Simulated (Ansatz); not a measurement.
**What internal relaxation does to the elastic constants of AlNi₂**

Method: DFT LDA, scalar-relativistic, plane waves, PAW in Ansatz 0.2.0. Settings: 420 eV plane-wave cutoff, Γ-centred 12×12×8 mesh, Fermi-Dirac smearing of 0.15 eV. No spin polarisation.

Relaxed structure:
```
Al Ni
1.0
     3.93632    0.00000    0.00000
    -1.96816    3.40895    0.00000
     0.00000    0.00000    4.85186
Al Ni
2 4
Direct
  0.33333 0.66667 0.19238
  0.66667 0.33333 0.80762
  0.33333 0.66667 0.68665
  0.66667 0.33333 0.31335
  0.00000 0.00000 0.50000
  0.00000 0.00000 0.00000
```

In a metal, frequencies and elastic constants depend on the k mesh and the smearing, soft modes and shear constants most. Spin polarisation was left out, and a magnetic state may lie lower.

Clamped-ion constants (GPa, Voigt order; atoms follow the strain homogeneously):
C11 = 362.1, C12 = 158.1, C13 = 98.4, C14 = -69.7, C22 = 362.1, C23 = 98.4, C24 = 69.7, C33 = 408.3, C44 = 50.7, C55 = 50.7, C56 = -69.7, C66 = 102.0 GPa; the others vanish.

**Question.** What are the constants once the atoms relax in each strained cell?

**Answer.**
C11 = 355.2, C12 = 164.3, C13 = 97.7, C14 = -71.2, C22 = 355.2, C23 = 97.7, C24 = 71.2, C33 = 406.9, C44 = 48.1, C55 = 48.1, C56 = -71.2, C66 = 95.4 GPa; the others vanish.
The Voigt shear modulus goes from 92.5 to 88.8 GPa and the Voigt bulk modulus from 204.7 to 204.1 GPa. Relaxation subtracts ΛᵀK⁻¹Λ/V, with Λ the forces that a strain puts on the atoms and K the zone-centre force constants. At a stable cell this can only lower the diagonal constants, and it acts only for strains that share their symmetry with an optical mode; elsewhere, and where the coupling is weak, the constants hardly move.

Cost: 2 runs of about 27 core-minutes in all, on Intel Xeon Platinum 8259CL (Skylake/Cascade Lake), Arm Neoverse V2 (shared hosts).